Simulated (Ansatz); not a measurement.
**Se: stationary points along a deformation path**

Level of theory: DFT PBEsol, scalar-relativistic, plane waves, PAW (Ansatz). Settings: plane waves to 420 eV, k-mesh 14×14×14 (Γ-centred), Gaussian smearing 0.15 eV. No spin polarisation. Energies are free energies at this smearing, counted from the undisturbed cell; pressure is positive in compression.

Reference structure (as given, not relaxed at this level; it stands at -0.6 GPa; this diamond-type form isn't the usual structure):

```
Se
1.0
     0.00000    3.12557    3.12557
     3.12557    0.00000    3.12557
     3.12557    3.12557    0.00000
Se
2
Direct
  0.50000 0.50000 0.50000
  0.75000 0.75000 0.75000
```

At fixed volume and fractional coordinates, lengths along (0.577, 0.577, 0.577) are scaled against those across it; ρ is that ratio over its starting value. V = 30.534 Å³/atom. Δσ is the stress along the axis less the mean stress across it (compression positive).

| ρ | ΔE (meV/atom) | Δσ (GPa) | space group |
| --- | --- | --- | --- |
| 0.500 | 2453.3 | 135.92 | R-3m |
| 0.710 | -188.0 | 6.25 | R-3m |
| 1.000 | 0.0 | 0.00 | Fd-3m |
| 1.410 | 65.9 | -6.21 | R-3m |
| 2.000 | 249.2 | 2.21 | R-3m |

Question: How does the stress give the slope of the energy, and where is the energy stationary?

Answer: Along the path d ln(length) is 2/3 d ln ρ on the axis and −1/3 d ln ρ across it, so dE/d ln ρ = −(2/3) V Δσ: the energy falls with ρ where Δσ is positive. Δσ vanishes or changes sign between ρ = 0.710 and 1.000, at least one minimum (the energy rises over this step, yet the slope at ρ = 0.710 points the other way); at ρ = 1.000 (Fd-3m), a stationary point at 0.0 meV/atom; between ρ = 1.410 and 2.000, a maximum (near 1.82 by linear interpolation). Pairs of stationary points between two samples would go unseen, and could change a minimum read from distant neighbours into a maximum. At ρ = 1.000 the cell is cubic, where symmetry alone makes the stress isotropic and the slope zero.

Question: Is the start the lowest point of the path?

Answer: No: ρ = 0.710 lies 188.0 meV/atom lower, with no sampled rise above the start on the way. Volume and inner coordinates are held, so a relaxed structure there would lie lower still.

Forces appear on the atoms along this scan, and letting them relax would lower the energy and soften the response. In a metal these slopes depend on the k mesh and the smearing.